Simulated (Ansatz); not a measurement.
# A plane-wave run on ScNO

Input file of Ansatz 0.2.0:

```yaml
crystal:
  lattice:
    - [7.506011, 0.0, 0.0]
    - [-3.753006, 6.500401, 0.0]
    - [0.0, 0.0, 4.148329]
  atoms:
    - { symbol: O, position: [0.0, 0.0, 0.5] }
    - { symbol: Sc, position: [0.0, 0.0, 0.0] }
    - { symbol: O, position: [0.3333, 0.6667, 0.5] }
    - { symbol: O, position: [0.6666, 0.3333, 0.5] }
    - { symbol: Sc, position: [0.3333, 0.6667, 0.0] }
    - { symbol: Sc, position: [0.6666, 0.3333, 0.0] }
    - { symbol: "N", position: [0.5, 0.0, 0.0] }
    - { symbol: "N", position: [0.5, 0.5, 0.0] }
    - { symbol: "N", position: [0.0, 0.5, 0.0] }
  symmetry: { tolerance: 0.0003 }
kpoints:
  mp_grid: { grid: [5, 5, 8], shift: [0, 0, 0] }
  band_path:
    path:
      - [0.0, 0.0, 0.0]
      - [0.49999986, 1.8e-07, 0.0]
      - [0.33333324, 0.33333361, 0.0]
      - [0.0, 0.0, 0.0]
      - [0.0, 0.0, 0.5]
      - [0.49999986, 1.8e-07, 0.5]
      - [0.33333324, 0.33333361, 0.5]
      - [0.0, 0.0, 0.5]
      - [0.49999986, 1.8e-07, 0.5]
      - [0.49999986, 1.8e-07, 0.0]
      - [0.33333324, 0.33333361, 0.5]
    npoints: 6
magnetization:
  spin_polarized: false
scf:
  occupations: { method: methfessel_paxton, width: 0.079 }
  lower_state_search: "off"
  max_iter: 200
hamiltonian:
  pseudopotentials: { kind: paw }
  xc: pbe
basis:
  ecutwfc: 420
  fft_grid_basis: typed
output:
  forces: true
  stress: true
  eigenvalues: true
  bader: true
  populations: true
  elf: true
  write_potential: true
  volumetric_format: npy
  dos:
    e_range: [-12, 8]
    de: 0.05
    projected: { site_lists: { "N": ["N"], O: [O], Sc: [Sc] } }
checkpoint:
  read: saved_state
```

The saved state is an earlier solution for the same cell, perhaps on another mesh. 

Output (shortened):

```
Warning: the atoms were moved onto the symmetric positions of the space group found under crystal.symmetry.tolerance 3.0e-4 (fractional; no operation is sought that the atoms, as they stand in a round, miss by more than twice it, and no atom is moved by as much as it), and the run uses the moved positions.
Pseudopotentials: kind: paw
Pseudopotential: O, paw, valence charge 6, recommended cutoff 420 eV (normal), O.paw.azcp
Pseudopotential: Sc, paw, valence charge 11, recommended cutoff 420 eV (normal), Sc.paw.azcp
Pseudopotential: N, paw, valence charge 5, recommended cutoff 420 eV (normal), N.paw.azcp
Functional definition: PBE
  exchange = pbe_x(kappa = kappa, mu = beta*pi^2/3)
  correlation = pbe_c(beta = beta)
Crystal: 9 atoms, lattice volume = 202.406 Å³
Basis set: ecut = 420 eV, 3925 PW (Γ), exchange–correlation on 108×108×60 points (8 copies of the dense FFT grid, shifted against one another)
Bands: 42, of which v1, the nominal top of the filled ones, is band 33 counted from 1 (32 counted from 0)
Symmetry: 24 space group operations
Space group: P6/mmm (ITA 191), of the structure as read, at distance tolerance 1.8e-3 Å
k-points: 25 of 200
Initial density: read from a saved state, or passed on in memory by an earlier SCF of this step, an earlier step, the calling program or the single point that the run made first
Functional: x = pbe(κ = 0.804, μ = 0.2195), c = pbe(β = 0.0667)
SCF iter   1: F=—  Δρ=2.46e-3  dr2=6.58e-3
SCF iter   2: F=—  S|Δr|=    0.00e0  Δρ=7.09e-4  dr2=9.76e-4
SCF iter   3: F=—  S|Δr|=    0.00e0  Δρ=5.68e-4  dr2=7.53e-4
SCF iter   4: F=—  S|Δr|=    0.00e0  Δρ=3.25e-4  dr2=2.48e-4
SCF iter   5: F=—  S|Δr|=    0.00e0  Δρ=1.22e-4  dr2=2.67e-5
SCF iter   6: F=—  S|Δr|=    0.00e0  Δρ=3.81e-5  dr2=2.96e-6
SCF iter   7: F=—  S|Δr|=    0.00e0  Δρ=7.16e-6  dr2=1.19e-7
SCF iter   8: F=-9256.4954 eV  S|Δr|=    0.00e0  Δρ=2.01e-6  dr2=8.39e-9
Free energy (F): -9256.4954 eV
Harris-Foulkes:  -9256.4954 eV  (|F-HF|=3.95e-9)
Internal energy: -9256.4967 eV  (E = F + TS)
E sigma→0 (E₀):  -9256.4957 eV
Entropy (-TS):   0.0013 eV (0.148 meV/atom)
Fermi energy:    1.4572 eV
--- Per-component energies (eV) ---
  E_band       = -880.5634
  E_kinetic    = 1656.6681
  E_local      = -5953.8681  (includes V_loc(G=0)·N_el)
  E_nonlocal   = 522.4708
  E_hartree    = 2136.7111
  E_xc         = -701.0683
  E_vxc        = -879.9046  (∫ρ·V_xc dr)
  E_paw        = -3712.5034  (= ΣΔE_a)
  E_vpaw       = -499.3616  (= ΣTr[D̂ρ^β])
  E_aug_tail   = 0.0074  (compensation charges beyond the density's cutoff)
  E_ewald      = -3204.9143
  E_smearing   = 0.0013  (= −TS)
--- Forces (eV/Å), atoms counted from 1 ---
  atom   1  O      0.0000     0.0000     0.0000
  atom   2  Sc     0.0000     0.0000     0.0000
  atom   3  O      0.0000     0.0000     0.0000
  atom   4  O      0.0000     0.0000     0.0000
  atom   5  Sc     0.0000     0.0000     0.0000
  atom   6  Sc     0.0000     0.0000     0.0000
  atom   7  N      0.0000     0.0000     0.0000
  atom   8  N      0.0000     0.0000     0.0000
  atom   9  N      0.0000     0.0000     0.0000
--- Stress (GPa, compression-positive) ---
       -5.9891       0.0000       0.0000
        0.0000      -5.9891       0.0000
        0.0000       0.0000     -14.4480
  P = ⅓ Tr σ = -8.8088 GPa (-88.088 kbar)
--- Löwdin populations: 9 sites ---
  site symbol       q [e]
     0      O      6.7641
     1     Sc      9.5613
     2      O      6.5477
     3      O      6.5477
     4     Sc      9.9375
     5     Sc      9.9375
     6      N      5.4981
     7      N      5.4981
     8      N      5.4981
  spilling = 0.0032 (of n_electrons = 66.0000)
--- Bader charges: 9 sites ---
  site symbol  charge [e]  shift [e]
     0      O     -1.2525     0.0007
     1     Sc      1.9898     0.0007
     2      O     -0.9190     0.0005
     3      O     -0.9190     0.0005
     4     Sc      1.9293     0.0009
     5     Sc      1.9293     0.0009
     6      N     -0.9193     0.0003
     7      N     -0.9193     0.0003
     8      N     -0.9193     0.0003
```

Absolute energies hang on the potentials; compare differences alone.

Origin: a known structure type with other elements, at an estimated volume, so it need not be a known compound. Caveats: many states at the Fermi level without spin polarisation, so a magnetic state may lie lower.
